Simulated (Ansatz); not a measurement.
This HfSn₂S₆ structure is the end of a relaxation. The cell was found from a structure generator's guess, not taken from experiment.

The calculation used DFT PBE, scalar-relativistic, plane waves, PAW (Ansatz 0.2.0). Cutoff 420 eV, Γ-centred mesh, Gaussian smearing, no spin polarisation.

```
CELL_PARAMETERS angstrom
6.41299 0.00000 0.00000
-3.20649 5.55381 0.00000
0.00000 0.00000 6.85199
ATOMIC_POSITIONS crystal
Hf 0.00000 0.00000 0.00000
Sn 0.33333 0.66667 0.00000
Sn 0.66667 0.33333 0.00000
S 0.33256 0.00000 0.21411
S 0.00000 0.33256 0.21411
S 0.66744 0.66744 0.21411
S 0.66744 0.00000 0.78589
S 0.33256 0.33256 0.78589
S 0.00000 0.66744 0.78589
```

Formation energies are uncorrected and refer to the elements' standard structures at the same level. The references include grey tin.

**Question.** Find its symmetry and describe it.

**Answer.** P-31m (No. 162), with Hf and Sn ordered on cadmium iodide sites. Conventional cell: a = 6.413 Å, c = 6.852 Å. Hf has 6 S at 2.59 Å; Sn has 6 S at 2.59 Å; around S lie 1 Hf at 2.59 Å and 2 Sn at 2.59 Å.

**Question.** What is its formation energy per atom?

**Answer.** −0.717 eV/atom.

**Question.** Is it a metal?

**Answer.** No, the gap on the 6×6×4 mesh is 0.96 eV.

The last run used a 6×6×4 mesh (in the run's order of axes) for its 9-atom cell and Gaussian smearing of 0.02 eV. Weakly bound directions are ill-defined at this level, which has no dispersion term. These runs have no spin–orbit coupling, which can matter for Hf. Kohn–Sham gaps at this level usually fall short of measured ones. The reference form of S is held partly by dispersion forces, which this level lacks. A structure relaxed within its symmetry needn't be a true minimum. Another cell of HfSn2S6 relaxed alike, in P-3m1, lies 65 meV/atom lower, so this cell isn't the stable form at this level.
